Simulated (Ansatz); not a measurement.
TaN (rock salt)

```
TaN
1.0
    0.00000     2.19815     2.19815
    2.19815     0.00000     2.19815
    2.19815     2.19815     0.00000
N Ta
1 1
Direct
  0.00000   0.00000   0.00000
  0.50000   0.50000   0.50000
```

The slice is a {100} plane (indices of the conventional cell) through the point (0.000, 0.000, 0.000) (fractional), spanned by u = [100] and v = [0 1 -1] in vectors of this cell: u (3.11 Å) and v (3.11 Å, at 90° to u). It covers one period; positions are fractions (u, v).

These are r2SCAN (plane waves to 500 eV, PAW, scalar-relativistic; Ansatz, an electronic-structure program) values and carry that method's errors. k mesh 18×18×18. These are valence fields of a PAW run, semicore shells included where kept as valence: close to a nucleus they are smooth pseudo fields. Spin-orbit coupling is left out, though Ta is heavy. TaN is run without spin polarisation. TaN was relaxed with its symmetry unable to fall. This is a high-temperature form of TaN.

Three fields on this plane, each scaled to ten steps between its own extremes (0 low, 9 high; the total valence density on a logarithmic scale, the potential cut 8 eV below its top; x marks points blanked near nuclei; v = 0 in the bottom row):

Map A
```
|xxxxxx952101259xxxxx|
|xxxxxx720000027xxxxx|
|xxxxx83000000038xxxx|
|xxxxx30013431003xxxx|
|xxx83002xxxxx20038xx|
|997300xxxxxxxxx00379|
|652002xxxxxxxxx20025|
|32001xxxxxxxxxxx1002|
|11003xxxxxxxxxxx3001|
|10004xxxxxxxxxxx4000|
|11003xxxxxxxxxxx3001|
|32001xxxxxxxxxxx1002|
|652002xxxxxxxxx20025|
|997300xxxxxxxxx00379|
|xxx83002xxxxx20038xx|
|xxxxx30013431003xxxx|
|xxxxx83000000038xxxx|
|xxxxxx720000027xxxxx|
|xxxxxx952101259xxxxx|
|xxxxxx963111369xxxxx|
```

Map B
```
|xxxxxx898888898xxxxx|
|xxxxxx776545677xxxxx|
|xxxxx54200000245xxxx|
|xxxxx30000000003xxxx|
|xxx53000xxxxx00035xx|
|987400xxxxxxxxx00478|
|997200xxxxxxxxx00279|
|98600xxxxxxxxxxx0068|
|98500xxxxxxxxxxx0058|
|98400xxxxxxxxxxx0048|
|98500xxxxxxxxxxx0058|
|98600xxxxxxxxxxx0068|
|997200xxxxxxxxx00279|
|987400xxxxxxxxx00478|
|xxx53000xxxxx00035xx|
|xxxxx30000000003xxxx|
|xxxxx54200000245xxxx|
|xxxxxx776545677xxxxx|
|xxxxxx898888898xxxxx|
|xxxxxx999999999xxxxx|
```

Map C
```
|xxxxxx631000136xxxxx|
|xxxxxx532111235xxxxx|
|xxxxx75434443457xxxx|
|xxxxx65578987556xxxx|
|xxx76579xxxxx97567xx|
|665557xxxxxxxxx75556|
|333459xxxxxxxxx95433|
|11237xxxxxxxxxxx7321|
|00138xxxxxxxxxxx8310|
|00149xxxxxxxxxxx9410|
|00138xxxxxxxxxxx8310|
|11237xxxxxxxxxxx7321|
|333459xxxxxxxxx95433|
|665557xxxxxxxxx75556|
|xxx76579xxxxx97567xx|
|xxxxx65578987556xxxx|
|xxxxx75434443457xxxx|
|xxxxxx532111235xxxxx|
|xxxxxx631000136xxxxx|
|xxxxxx631000136xxxxx|
```

**Question.** Assign the maps to these fields: electron localisation function (ELF); valence electron density; electrostatic potential energy of an electron, from the cell's mean.

**Answer.** A is the electron localisation function (ELF); B is the electrostatic potential energy of an electron, from the cell's mean; C is the valence electron density.
